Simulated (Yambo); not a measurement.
A G0W0@PBEsol run in Yambo for NH4Br (space group P-43m, No. 215) (4×4×4 Γ-centred k mesh, 176 bands and a 7 Ry block in the screening, 176 bands in G with the Bruneval-Gonze terminator, plasmon pole fitted at 27.2 eV) gives these matrix elements, in eV, at the band edges (Γ → Γ):

| state | E0 | <Vxc> | <Σx> | <Σc(E0)> | Z |
|---|---|---|---|---|---|
| valence edge | 0.000 | -12.963 | -16.605 | 1.785 | 0.819 |
| conduction edge | 4.007 | -9.316 | -5.072 | -3.273 | 0.853 |

Solve the linearised quasiparticle equation for both states, give the gap, and say how exchange and correlation each act on it.

E = E0 + Z(Σx + Σc − Vxc). Valence: 0.000 + 0.819 × (-16.605 + (1.785) − (-12.963)) = -1.52 eV. Conduction: 4.007 + 0.853 × (-5.072 + (-3.273) − (-9.316)) = 4.84 eV. The gap is 6.36 eV, against 4.01 eV in PBEsol. Replacing Vxc by bare exchange alone would open it by 7.89 eV; correlation takes back 5.06 eV of that, and Z scales what is left. Nearest settings tried, and what they do to the gap: 110 bands in W, 110 bands in G: -29 meV; 3 Ry block (57 vectors against 171): -233 meV. Not varied: mesh. So the settings aren't converged at that level. 

Spin-orbit coupling is included.

Geometry of the Materials Project entry, not relaxed at this level; primitive cell a = b = c = 4.0001 Å, α = β = γ = 90.00°.
